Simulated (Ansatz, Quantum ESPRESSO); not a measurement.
## NbSi: programs and potentials compared

```
Nb Si
1.0
     0.00000    2.57383    2.57383
     2.57383    0.00000    2.57383
     2.57383    2.57383    0.00000
Nb Si
1 1
Direct
  0.00000 0.00000 0.00000
  0.50000 0.50000 0.50000
```

The cell comes from a database or a generator and needn't be the stable form of this composition.

Alike in all runs: task equation of state; functional PBE; k mesh 9 × 9 × 9; occupations fermi-dirac, width 0.05 eV; no spin polarisation; no spin-orbit coupling.

```csv
program and potentials,plane-wave cutoff (eV),notes,equilibrium volume (Å³/atom),bulk modulus (GPa)
"Ansatz, Ansatz PAW",420,-,?,?
"Quantum ESPRESSO, SSSP 1.3 efficiency PBE",748,-,17.06,150.2
"Ansatz, Ansatz PAW (earlier soft set)",420,-,17.05,150.4
```

Question: Estimate from the other rows what the run with Ansatz, Ansatz PAW gave.

Answer: Equilibrium volume 17.05 Å³/atom; bulk modulus 150.3 GPa. The other rows, which needn't bracket it: equilibrium volume 17.05 to 17.06; bulk modulus 150.2 to 150.4.
